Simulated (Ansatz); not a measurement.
Y2N (anti-CdI2 type, space group No. 164) at seven volumes, PBEsol in the plane-wave PAW code Ansatz, shape and atoms relaxed at each. One row is withheld.

```tsv
V (Å³/atom)	P (GPa)
18.685	8.61
19.301	5.33
19.917	2.49
20.533	0.00
21.149	-2.14
21.765	-3.94
22.381	?
```

**Question.** Fit the shown pressures and predict the withheld one.

**Answer.** P = (3/2)B₀(x^(7/2) − x^(5/2))[1 + (3/4)(B′ − 4)(x − 1)] with x = (V₀/V)^(2/3). Least squares on the six rows gives V₀ = 20.536 Å³/atom, B₀ = 76.1 GPa, B′ = 3.83. At V = 22.381, x = 0.9443 and P = -5.55 GPa. The run itself gave -5.44 GPa.

Space group P-3m1 (anti-CdI2 type). A made-up cell: these elements were put on the sites of a structure type; neither database checked (COD, Materials Project) lists it. Whether it is the stable phase at ambient conditions was not checked. The PBEsol relaxation kept the symmetry of its start; of distortions, only those at the zone centre were tested. The run is not spin-polarised.

Potentials: the later of the program's two PAW sets.
